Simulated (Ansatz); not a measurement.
Input and command of a calculation in Ansatz (plane waves; scalar-relativistic PAW potentials unless the input names others):

```yaml
crystal:
  lattice:
    - [1.9726141374, -5.0573459306, 0.0]
    - [1.9726141374, 5.0573459306, 0.0]
    - [0.0, 0.0, 5.626248329]
  atoms:
    - { symbol: "Y", position: [0.6951659448, 0.3048340552, 0.75] }
    - { symbol: "Y", position: [0.3048340552, 0.6951659448, 0.25] }
    - { symbol: Al, position: [0.0, 0.0, 0.5] }
    - { symbol: Al, position: [0.0, 0.0, 0.0] }
    - { symbol: Si, position: [0.4006660048, 0.5993339952, 0.75] }
    - { symbol: Si, position: [0.5993339952, 0.4006660048, 0.25] }
basis:
  ecutwfc: 420
kpoints:
  mp_grid: { grid: [10, 10, 6] }
hamiltonian:
  xc: lda
scf:
  occupations: { method: gaussian, width: 0.1 }
  max_iter: 50
output:
  forces: true
  eigenvalue: true
  stress: true
```

```bash
ansatz run input.yaml --threads 1 --pin off --max-ram 2560MiB --backend cpu --events-out ev --progress --plain --runs-dir out
```

Task: Will this input run?

Result: The program refuses it, because of a misspelt key (the key output.eigenvalues typed as eigenvalue). With the key spelt rightly it is accepted.

Abridged log:
```
Error: YAML parse error: error: line 24 column 3: unknown field `eigenvalue`, expected one of write_density, write_potential, write_potential_components, volumetric_format, write_bands, fatbands, populations, hubbard, elf, band_densities, bader, dos, optics, efg, charged_corrections, wannier, polarization, topological_invariants, transmission, current_voltage, crpa, pair_interaction, rpa_energy, embedding, core_levels, xc_energy_on_converged_density, boltztrap, local_orbitals, orbitals, eigenstates, states_by_energy, atomic_orbital_hamiltonian, active_space, given_orbital_levels, support_matri ...
  --> <input>:24:3
   |
22 | output:
23 |   forces: true
24 |   eigenvalue: true
   |   ^ unknown field `eigenvalue`, expected one of write_density, write_potential, write_potential_components, volumetric_format, write_bands, fatbands, populations, hubbard, elf, band_densities, bader, dos, optics, efg, charged_corrections, wannier, polarization, topological_invariants, transmission, current_voltage, crpa, pair_interaction, rpa_energy, embedding, core_levels, xc_energy_on_converged_density, boltztrap, local_orbitals, orbitals, eigenstates, states_by_energy, atomic_orbital_hamiltonian, active_space, given_orbital_levels, support_matrices, forces, stress, cutoff_correction, e ...
25 |   stress: true
   |
```